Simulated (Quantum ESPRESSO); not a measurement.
# Li2Ir2In2AlHf: one composition in several site orders

Simulated, not a measurement. The program is pw.x of Quantum ESPRESSO 7.5 (plane-wave density functional theory). The cell is made up: eight metal atoms on a hexagonal close-packed lattice, with elements, volume, strain and displacements drawn at random and not relaxed, so it may be unstable or far from any real phase. PseudoDojo standard norm-conserving files set the functional (PBE unless stated); there is no spin polarisation or spin-orbit coupling, the Fermi-Dirac width of 0.25 eV means electrons at about 2900 K, and the masses in the input are unused placeholders. Heavy elements are run without spin-orbit coupling, which real alloys of them have. A spin test at this wide smearing found no moment, but such smearing suppresses magnetism that the real alloy may have.

The runs put one composition on the sites in different orders. Cell, positions, cutoff, mesh and smearing stay as in the input of run 1; sites are counted in its order. Stress in the tables is positive in tension.

Input of run 1:

```
&control calculation='scf', pseudo_dir='./dojo.nc.sr.pbe.v0_5.standard.upf', outdir='./o', disk_io='minimal', tprnfor=.true., tstress=.true. /
&system ibrav=0, nat=8, ntyp=5, nbnd=53, ecutwfc=74.01313486, nosym=.true., tot_charge=0,
 occupations='smearing', smearing='fd', degauss=0.0183746611
/
&electrons conv_thr=1.470e-08, electron_maxstep=70, mixing_beta=0.5 /
ATOMIC_SPECIES
Al 1.0 Al.upf
Hf 1.0 Hf.upf
In 1.0 In.upf
Ir 1.0 Ir.upf
Li 1.0 Li.upf
CELL_PARAMETERS angstrom
3.0279 -0.0065 -0.0474
-0.0112 5.2391 0.0437
-0.1565 0.0833 9.8338
ATOMIC_POSITIONS angstrom
Li 0.015 -0.0228 -0.0763
Ir -0.0095 0.0319 5.0398
In 0.0413 1.7426 2.5078
Al -0.1115 1.8798 7.2733
In 1.5214 2.5685 -0.0532
Hf 1.4881 2.6984 4.955
Ir 1.5007 4.402 2.4854
Li 1.269 4.3851 7.4485
K_POINTS automatic
8 5 3 1 1 1
```

| run | elements on sites 1 to 8 | free energy less that of run 1 (eV) | -TS (eV) | pressure (GPa) | stress xx (GPa) | stress yy (GPa) | stress zz (GPa) | stress yz (GPa) | stress xz (GPa) | stress xy (GPa) | iterations |
| --- | --- | --- | --- | --- | --- | --- | --- | --- | --- | --- | --- |
| 1 | Li Ir In Al In Hf Ir Li | 0.000 | -1.064 | -8.51 | 4.78 | 14.89 | 5.86 | 0.37 | -1.26 | -0.02 | 13 |
| 2 | In In Li Ir Hf Li Ir Al | 0.444 | -1.159 | -8.66 | 5.69 | 9.68 | 10.60 | 3.54 | -0.35 | 0.21 | 15 |
| 3 | Li Li Ir Hf Ir In Al In | 0.702 | -1.162 | -8.64 | 7.78 | 9.31 | 8.82 | 0.85 | -1.05 | 0.12 | 13 |
| 4 | Li In Li Ir In Hf Al Ir | 0.193 | -1.111 | -7.03 | 5.80 | 6.90 | 8.40 | -0.39 | -0.66 | -0.52 | 14 |
| 5 | Li Hf In Al In Li Ir Ir | 0.003 | -1.077 | -9.69 | 6.72 | 11.50 | 10.84 | 1.06 | 0.03 | -0.06 | 13 |
| 6 | Ir Li In In Ir Al Li Hf | 0.693 | -1.133 | -7.31 | 4.59 | 7.78 | 9.56 | 0.98 | -0.81 | -0.06 | 15 |

Forces Fx Fy Fz (eV/Å):

| site | run 1 | run 2 | run 3 | run 4 | run 5 | run 6 |
| --- | --- | --- | --- | --- | --- | --- |
| 1 | -0.02 -0.15 0.59 | -0.04 0.06 1.07 | -0.03 0.04 0.56 | -0.04 -0.04 -0.34 | -0.03 -0.27 0.04 | -0.02 0.00 -0.82 |
| 2 | -0.09 0.27 -0.46 | -0.17 0.12 -1.06 | -0.06 0.08 -0.69 | -0.19 0.50 0.24 | 0.01 -1.42 0.10 | -0.17 0.09 -0.62 |
| 3 | -0.17 -0.76 0.05 | -0.03 -0.01 0.19 | -0.02 0.00 -1.03 | -0.08 -0.03 -0.44 | -0.01 0.19 0.27 | -0.07 -0.06 -0.84 |
| 4 | 0.19 -0.90 -0.10 | 0.16 0.19 0.98 | 0.04 -0.58 3.00 | -0.09 0.13 -0.20 | 0.03 0.46 0.04 | -0.28 -1.23 1.06 |
| 5 | 0.00 0.60 -0.07 | 0.00 0.53 -0.43 | -0.07 -0.29 0.22 | 0.02 0.17 -0.72 | -0.01 0.74 -0.24 | -0.01 0.16 -0.19 |
| 6 | -0.07 0.98 -0.46 | -0.03 -0.01 0.07 | -0.28 -0.49 -2.33 | 0.02 -0.16 1.98 | -0.04 0.13 -0.04 | -0.02 0.53 -0.43 |
| 7 | 0.05 -0.39 1.05 | 0.01 -0.50 -0.41 | -0.02 0.13 -0.42 | 0.07 -0.26 -0.12 | 0.06 0.11 1.22 | 0.02 -0.08 -0.68 |
| 8 | 0.11 0.34 -0.60 | 0.09 -0.37 -0.41 | 0.44 1.09 0.69 | 0.30 -0.30 -0.41 | -0.01 0.05 -1.39 | 0.57 0.60 2.52 |

The sites are displaced and not relaxed, so the energy differences hold strain from misfit and are not ordering energies. A rerun of one cell of this series at a higher cutoff and on a denser mesh moved values by no more than 0.002 eV in energy, 0.06 GPa in stress and 0.010 eV/Å in force, and a second program with other atomic files agreed on that cell to 2 % rms in force and 0.5 GPa in pressure.